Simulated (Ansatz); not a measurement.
The cell of CuPtC₆N₆ is invented: cyanide-bridged rock-salt net of two metals, 0 guest cations a cell (Fm-3m, No. 225). Lengths were set from tabulated atomic sizes, so they are only a guess.

```cif
data_structure
_symmetry_space_group_name_H-M 'P 1'
_symmetry_Int_Tables_number 1
_cell_length_a 7.2047
_cell_length_b 7.2047
_cell_length_c 7.2047
_cell_angle_alpha 60.000
_cell_angle_beta 60.000
_cell_angle_gamma 60.000
_cell_volume 264.44
loop_
_atom_site_label
_atom_site_type_symbol
_atom_site_fract_x
_atom_site_fract_y
_atom_site_fract_z
_atom_site_occupancy
Cu1 Cu 0.00000 0.00000 0.00000 1
Pt1 Pt 0.50000 0.50000 0.50000 1
C1 C 0.81186 0.18814 0.18814 1
C2 C 0.18814 0.81186 0.18814 1
C3 C 0.18814 0.18814 0.81186 1
C4 C 0.18814 0.81186 0.81186 1
C5 C 0.81186 0.18814 0.81186 1
C6 C 0.81186 0.81186 0.18814 1
N1 N 0.69703 0.30297 0.30297 1
N2 N 0.30297 0.69703 0.30297 1
N3 N 0.30297 0.30297 0.69703 1
N4 N 0.30297 0.69703 0.69703 1
N5 N 0.69703 0.30297 0.69703 1
N6 N 0.69703 0.69703 0.30297 1
```

All numbers below come from Ansatz, DFT PBE, scalar-relativistic, plane waves, PAW. Cutoff 420 eV, Gaussian smearing, Γ-centred meshes. Cell and atoms relax first on a coarse mesh and then on a finer one. In between, the cell is made exact in the group found at 0.06 Å. In metals the finer mesh still leaves noise of several meV/atom or more. The steps can't lower the symmetry of their start. Collinear spin, starting moments Cu 1.0 μB.

A guess keeps its type if space group and coordination stay and the shape of the cell changes little (axis ratios within about 15 %, angles within 6°); the volume may change.

Q: Will the relaxed cell still be of the starting type?

A: It keeps its type. The symmetry stays Fm-3m (No. 225). The volume per atom grows by 11.3 %, from 18.9 to 21.0 Å³. The shortest distance stays 1.17 Å (C–N). Counting neighbours within 15 % of an atom's shortest distance, the start has C 1, Cu 6, N 1, Pt 6 and the end C 1, Cu 6, N 1, Pt 6.

The zero of energy is the elements' standard structures at the same level (N₂ as a molecule); no fitted shifts are applied.

Q: At what energy does it end?

A: +0.74 eV/atom. The separate elements lie lower, so it is unstable against them.

The last run used collinear spin, a 6×6×6 mesh for its 14-atom cell and Gaussian smearing of 0.10 eV. Spin–orbit coupling, which can matter for Pt, is left out. The reference form of C is held partly by dispersion forces, which this level lacks. Another magnetic order may lie lower. Symmetry constrained the relaxation, so the result can be a saddle point.
